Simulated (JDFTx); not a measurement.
An input for JDFTx (a modified build) (Zr(1 1 -2 1), linear PCM (GLSSA13), water, 2 M NaCl; bohr, hartree) and the course of its log:

```
lattice \
  10.6023284344 5.3011642078 0.0000000000 \
  0.0000000000 10.2420736538 0.0000000000 \
  0.0000000000 0.0000000000 46.2982900533
coords-type Lattice
ion Zr 0.1209230289 0.3836028597 -0.1636676252 0
ion Zr 0.7107156604 0.9541485228 -0.1379845416 0
ion Zr 0.5899759118 0.4867148429 -0.1104006650 0
ion Zr 0.1509845528 0.0313642274 -0.0788576180 0
ion Zr 0.0453265273 0.5760136119 -0.0473145710 0
ion Zr 0.6063351688 0.1206629959 -0.0157715240 0
ion Zr 0.5006771427 0.6653123809 0.0157715240 0
ion Zr 0.0616857843 0.2099617649 0.0473145710 0
ion Zr 0.9560277588 0.7546111494 0.0788576180 0
ion Zr 0.5170363998 0.2992605339 0.1104006650 0
ion Zr 0.3962966511 0.8318268540 0.1379845416 0
ion Zr 0.9860892826 0.4023725171 0.1636676252 0
ion-species pseudo/zr_pbe_v1.upf
elec-cutoff 20 100
elec-ex-corr gga-PBE
coulomb-interaction Slab 001
coulomb-truncation-embed 0 0 0
kpoint-folding 4 4 1
elec-smearing Fermi 0.01
elec-n-bands 91
electronic-scf nIterations 100 energyDiffThreshold 1e-08
fluid LinearPCM
pcm-variant GLSSA13
fluid-solvent H2O
fluid-cation Na+ 2
fluid-anion Cl- 2
fluid-minimize nIterations 400 knormThreshold 1e-12
wavefunction read vac.wfns
elec-initial-eigenvals vac.eigenvals
dump-name f0.$VAR
dump End State Ecomponents EigStats BandEigs Forces ElecDensity IonicPositions Fillings Kpoints Dtot FluidDebug BoundCharge FluidDensity
```

```
[one cycle in 5 is shown, and the last three; fluid-solver lines are left out]
	FillingsUpdate:  mu: -0.120416795  nElectrons: 144.000000
SCF: Cycle:  0   F: -566.313642375472227   dF: +1.103e-02   |Residual|: 3.206e-02   |deigs|: 2.489e-04
	FillingsUpdate:  mu: -0.099500812  nElectrons: 144.000000
SCF: Cycle:  5   F: -566.339390971494140   dF: -2.987e-03   |Residual|: 1.154e-02   |deigs|: 5.885e-03
	FillingsUpdate:  mu: -0.083134936  nElectrons: 144.000000
SCF: Cycle: 10   F: -566.346683777071235   dF: -3.850e-03   |Residual|: 1.702e-02   |deigs|: 1.261e-02
	FillingsUpdate:  mu: -0.092398776  nElectrons: 144.000000
SCF: Cycle: 15   F: -566.346087030686363   dF: +9.146e-04   |Residual|: 9.380e-03   |deigs|: 5.296e-03
	FillingsUpdate:  mu: -0.086428436  nElectrons: 144.000000
SCF: Cycle: 20   F: -566.349483307340847   dF: +1.227e-04   |Residual|: 1.156e-02   |deigs|: 4.673e-04
	FillingsUpdate:  mu: -0.082917195  nElectrons: 144.000000
SCF: Cycle: 25   F: -566.351620002788195   dF: +1.988e-05   |Residual|: 4.536e-03   |deigs|: 2.298e-03
	FillingsUpdate:  mu: -0.075363549  nElectrons: 144.000000
SCF: Cycle: 30   F: -566.353224316053115   dF: +2.139e-04   |Residual|: 7.535e-03   |deigs|: 2.928e-04
	FillingsUpdate:  mu: -0.070243228  nElectrons: 144.000000
SCF: Cycle: 35   F: -566.354542610341241   dF: +3.576e-05   |Residual|: 2.547e-03   |deigs|: 2.381e-03
	FillingsUpdate:  mu: -0.071541678  nElectrons: 144.000000
SCF: Cycle: 40   F: -566.354745749247286   dF: -8.187e-06   |Residual|: 7.559e-04   |deigs|: 1.560e-04
	FillingsUpdate:  mu: -0.071117444  nElectrons: 144.000000
SCF: Cycle: 45   F: -566.354729256803694   dF: +8.689e-06   |Residual|: 7.336e-04   |deigs|: 6.435e-05
	FillingsUpdate:  mu: -0.071021193  nElectrons: 144.000000
SCF: Cycle: 50   F: -566.354768670457247   dF: -1.490e-05   |Residual|: 5.648e-04   |deigs|: 4.521e-05
	FillingsUpdate:  mu: -0.071072173  nElectrons: 144.000000
SCF: Cycle: 55   F: -566.354820095794025   dF: -1.462e-05   |Residual|: 5.681e-04   |deigs|: 9.789e-05
	FillingsUpdate:  mu: -0.071053750  nElectrons: 144.000000
SCF: Cycle: 60   F: -566.354830195479281   dF: -3.083e-06   |Residual|: 3.784e-04   |deigs|: 9.432e-06
	FillingsUpdate:  mu: -0.070964531  nElectrons: 144.000000
SCF: Cycle: 65   F: -566.354833895923889   dF: -7.651e-07   |Residual|: 1.384e-04   |deigs|: 2.266e-05
	FillingsUpdate:  mu: -0.070951214  nElectrons: 144.000000
SCF: Cycle: 70   F: -566.354835856398495   dF: -4.596e-07   |Residual|: 6.988e-05   |deigs|: 7.477e-06
	FillingsUpdate:  mu: -0.070951434  nElectrons: 144.000000
SCF: Cycle: 75   F: -566.354836303196180   dF: -1.236e-08   |Residual|: 1.032e-04   |deigs|: 1.388e-06
	FillingsUpdate:  mu: -0.070952111  nElectrons: 144.000000
SCF: Cycle: 80   F: -566.354836500978422   dF: +6.272e-08   |Residual|: 7.458e-05   |deigs|: 2.681e-06
	FillingsUpdate:  mu: -0.070976270  nElectrons: 144.000000
SCF: Cycle: 85   F: -566.354836979598645   dF: -1.381e-07   |Residual|: 4.033e-05   |deigs|: 3.805e-06
	FillingsUpdate:  mu: -0.070978356  nElectrons: 144.000000
SCF: Cycle: 90   F: -566.354837151492120   dF: +9.293e-09   |Residual|: 5.983e-05   |deigs|: 6.545e-06
	FillingsUpdate:  mu: -0.070981933  nElectrons: 144.000000
SCF: Cycle: 95   F: -566.354837227338180   dF: +2.885e-08   |Residual|: 7.031e-05   |deigs|: 4.563e-06
	FillingsUpdate:  mu: -0.070997238  nElectrons: 144.000000
SCF: Cycle: 97   F: -566.354837426103245   dF: -1.633e-07   |Residual|: 5.013e-05   |deigs|: 1.766e-05
	FillingsUpdate:  mu: -0.071007804  nElectrons: 144.000000
SCF: Cycle: 98   F: -566.354837550438106   dF: -1.243e-07   |Residual|: 3.281e-05   |deigs|: 1.147e-05
	FillingsUpdate:  mu: -0.071019527  nElectrons: 144.000000
SCF: Cycle: 99   F: -566.354837702800069   dF: -1.524e-07   |Residual|: 3.688e-05   |deigs|: 1.215e-05
SCF: None of the convergence criteria satisfied after 100 iterations.
IonicMinimize: Iter:   0  F: -566.354837702800069  |grad|_K:  0.000e+00
IonicMinimize: Converged (|grad|_K<1.000000e-04).
```

This run gave no converged result. The loop ran out of cycles short of its threshold. It has stalled and not diverged: the last ten energies span 6e-07 Ha, so the total is near its end, but levels, forces and charges aren't shown converged.
